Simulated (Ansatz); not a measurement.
Consider the following.

Al (fcc, Cu type)

```yaml
crystal:
  lattice:
    - [0.00000, 3.99201, 3.99201]
    - [1.99601, 0.00000, 1.99601]
    - [1.99601, 1.99601, 0.00000]
  atoms:
    - { symbol: Al, position: [0.00000, 0.00000, 0.00000] }
    - { symbol: Al, position: [0.50000, 0.00000, 0.00000] }
```

A phonon eigenvector at L = (0.5, 0.0, 0.0) is frozen into this cell: atom i moves by Q times the vector below, so Q is the largest atomic displacement, in Å. The cell is held. It is one choice among 2 degenerate patterns. (q is in reciprocal vectors of the primitive cell; the cell shown is doubled to hold the pattern.)

```tsv
atom	x	y	z
Al1	0.285	-0.520	0.805
Al2	-0.285	0.520	-0.805
```

These are r2SCAN (plane waves to 500 eV, PAW, scalar-relativistic; Ansatz, a first-principles code) values and carry that method's errors. k mesh 10×20×20 (Γ-centred), Fermi-Dirac smearing 0.05 eV. Energies are smeared free energies. With partly filled bands, energies and forces of such displacements shift with the k mesh and the smearing. Al was relaxed with its symmetry unable to fall. The zero of ΔE is the undisplaced structure.

The scan covers Q from -0.180 to 0.180 Å in 13 points.

### Question
Which space group does the distorted structure have?

### Answer
P-1 (No. 2), lowered from Fm-3m.

### Question
Is this a single well or a double well?

### Answer
A single well with its minimum at or next to zero displacement.

### Question
What is the energy change at Q = 0.180 Å?

### Answer
80 meV/cell.

### Question
What harmonic wavenumber does the curvature at Q = 0 give?

### Answer
161 cm⁻¹.

(A displaced cell: forces are minus the slopes of the energy, force constants its curvatures, and phonons follow from these.)
